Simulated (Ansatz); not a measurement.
Data:

GaP:
```cif
data_GaP
_chemical_formula_sum 'P1 Ga1'
_space_group_name_H-M_alt 'P 1'
_space_group_IT_number 1
_cell_length_a 3.89332
_cell_length_b 3.89332
_cell_length_c 3.89332
_cell_angle_alpha 60.000
_cell_angle_beta 60.000
_cell_angle_gamma 60.000
loop_
_space_group_symop_operation_xyz
  'x, y, z'
loop_
_atom_site_label
_atom_site_type_symbol
_atom_site_fract_x
_atom_site_fract_y
_atom_site_fract_z
_atom_site_occupancy
P1 P 0.75000 0.75000 0.75000 1
Ga1 Ga 0.00000 0.00000 0.00000 1
```

This is the PBE-relaxed structure.

Task: All from PBE in the plane-wave PAW code Ansatz, unless another level is named. Estimate the hole effective mass, band 2 of 3 at the edge.

Result: 0.40 along [100], 0.40 along [110], 0.92 along [111] (mₑ).

Task: And the weight of the conduction-edge state by species (Voronoi cells)?

Result: Ga 55 %, P 45 %.

Space group F-43m (zinc blende). The PBE relaxation kept the symmetry of its start. Scalar-relativistic: spin–orbit coupling is off unless named, which matters more the heavier the elements.

Potentials: the later of the program's two PAW sets.
